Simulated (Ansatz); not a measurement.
## CdSe: from a starting cell to a relaxed one

The start is a relaxed CdSe cell shaken by Gaussian noise of σ = 0.08 Å a coordinate. Cell shape, volume and atoms are optimised at zero target pressure with PBE (plane waves to 420 eV, PAW, scalar-relativistic; Ansatz, an electronic-structure program). The first steps use a coarse 5×5×1 k-mesh.

Input geometry:
```yaml
crystal:
  lattice:
    - [4.38132, 0.00000, 0.00000]
    - [-2.19066, 3.79433, 0.00000]
    - [0.00000, 0.00000, 21.46165]
  atoms:
    - { symbol: Cd, position: [0.00414, 0.00736, 0.99711] }
    - { symbol: Cd, position: [0.03682, 0.00881, 0.50157] }
    - { symbol: Cd, position: [0.72027, 0.33392, 0.82865] }
    - { symbol: Cd, position: [0.29656, 0.66457, 0.33834] }
    - { symbol: Cd, position: [0.66725, 0.34331, 0.17083] }
    - { symbol: Cd, position: [0.30706, 0.65928, 0.66794] }
    - { symbol: Se, position: [0.95822, 0.97320, 0.87469] }
    - { symbol: Se, position: [0.97679, 0.96438, 0.37478] }
    - { symbol: Se, position: [0.67699, 0.35293, 0.70912] }
    - { symbol: Se, position: [0.31501, 0.67658, 0.20350] }
    - { symbol: Se, position: [0.66000, 0.31479, 0.04613] }
    - { symbol: Se, position: [0.34756, 0.65354, 0.54002] }
```

- Energy released = 0.05 eV/atom
- Relative to the parent = It relaxes back to the parent, P6₃mc (No. 186)
- Shortest distances (start → end) = The closest pairs of elements (up to four, under 3.6 Å), start → end: Cd–Se 2.48 → 2.68 Å
- Optimiser moves = 4

It ends as:

```cif
data_Cd6Se6
_chemical_formula_sum 'Cd6 Se6'
_space_group_name_H-M_alt 'P63mc'
_space_group_IT_number 186
_space_group_name_Hall 'P 6c -2c'
_cell_length_a 4.38144
_cell_length_b 4.38144
_cell_length_c 21.46338
_cell_angle_alpha 90.000
_cell_angle_beta 90.000
_cell_angle_gamma 120.000
loop_
_atom_site_label
_atom_site_type_symbol
_atom_site_symmetry_multiplicity
_atom_site_Wyckoff_symbol
_atom_site_fract_x
_atom_site_fract_y
_atom_site_fract_z
_atom_site_occupancy
Cd1 Cd 2 a 0.00000 0.00000 0.00019 1
Cd2 Cd 2 b 0.66667 0.33333 0.33360 1
Cd3 Cd 2 b 0.33333 0.66667 0.16696 1
Se1 Se 2 a 0.00000 0.00000 0.37506 1
Se2 Se 2 b 0.66667 0.33333 0.20856 1
Se3 Se 2 b 0.33333 0.66667 0.04190 1
```

Final values are on a 7×7×2 k-mesh of the relaxed cell. No spin polarisation in the result.

The first start was generated by placing the elements on the sites of a structure type. A measured structure of CdSe has the same space group, P6₃mc (No. 186); the sites were not compared with it.
